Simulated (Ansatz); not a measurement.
CdS:
Space group P6₃mc (No. 186); a = b = 4.197 Å, c = 6.829 Å, α = β = 90.00°, γ = 120.00°

```csv
atom,site,symmetry,x,y,z
Cd,2b,3m.,0.3333,0.6667,0.0002
S,2b,3m.,0.3333,0.6667,0.3768
```

Relaxed with PBE.

Which orbitals make up the states near the band edges in the program Ansatz at the PBE level (PAW)?

Top 1 eV of the valence band: S 3p 90 %, Cd 4d 6 %. Bottom 1 eV of the conduction band: Cd 5s 56 %, S 3p 21 %, S 3s 20 %. Projections are on Löwdin-orthogonalised atomic valence shells; empty p or d shells of many metals are not among them.

Tabulate the density of states.

States/eV per cell of 4 atoms, in 0.25 eV bins, energy from the valence-band maximum.

```
E (eV)  total  Cd 4d  S 3p  Cd 5s
------  -----  -----  ----  -----
-7.85    0.00   0.00  0.00   0.00
-7.60    3.29   3.06  0.22   0.00
-7.35   34.54  32.66  1.70   0.11
-7.10   30.84  30.40  0.26   0.09
-6.85    6.85   6.22  0.11   0.12
-6.60    4.48   4.01  0.03   0.03
-6.35    0.00   0.00  0.00   0.00
-6.10    0.00   0.00  0.00   0.00
-5.85    0.00   0.00  0.00   0.00
-5.60    0.00   0.00  0.00   0.00
-5.35    0.00   0.00  0.00   0.00
-5.10    0.00   0.00  0.00   0.00
-4.85    0.00   0.00  0.00   0.00
-4.60    0.00   0.00  0.00   0.00
-4.35    0.00   0.00  0.00   0.00
-4.10    0.04   0.00  0.03   0.01
-3.85    3.86   0.09  2.50   1.20
-3.60    4.15   0.13  2.63   1.24
-3.35    2.63   0.13  1.65   0.68
-3.10    1.50   0.09  0.94   0.35
-2.85    1.07   0.07  0.69   0.22
-2.60    1.18   0.06  0.87   0.15
-2.35    2.50   0.11  2.09   0.16
-2.10    2.31   0.11  1.94   0.12
-1.85    3.51   0.16  3.06   0.10
-1.60    3.78   0.17  3.35   0.08
-1.35    4.25   0.21  3.77   0.06
-1.10    6.31   0.33  5.67   0.05
-0.85    5.26   0.30  4.73   0.03
-0.60    3.21   0.20  2.90   0.01
-0.35    1.81   0.12  1.65   0.00
-0.10    0.62   0.04  0.57   0.00
0.15     0.00   0.00  0.00   0.00
0.40     0.00   0.00  0.00   0.00
0.65     0.00   0.00  0.00   0.00
0.90     0.00   0.00  0.00   0.00
1.15     0.00   0.00  0.00   0.00
1.40     0.01   0.00  0.00   0.01
1.65     0.05   0.00  0.01   0.03
1.90     0.09   0.00  0.02   0.05
2.15     0.14   0.00  0.03   0.08
2.40     0.21   0.00  0.05   0.11
2.65     0.32   0.00  0.08   0.17
2.90     0.60   0.00  0.14   0.32
3.15     0.92   0.00  0.22   0.49
3.40     2.19   0.00  0.47   1.06
3.65     2.40   0.00  0.53   1.13
3.90     2.89   0.01  0.65   1.27
4.15     2.98   0.01  0.69   1.27
4.40     1.74   0.00  0.45   0.78
4.65     1.15   0.00  0.31   0.51
4.90     0.40   0.00  0.09   0.15
5.15     0.92   0.00  0.09   0.10
5.40     5.36   0.01  0.46   0.50
5.65     3.75   0.01  0.31   0.32
5.90     3.16   0.01  0.22   0.24
```

Space group P6_3mc (wurtzite). Symmetry was held in the PBE relaxation. Spin–orbit coupling is left out wherever it is not named.

Potentials: the earlier of the program's two PAW sets.
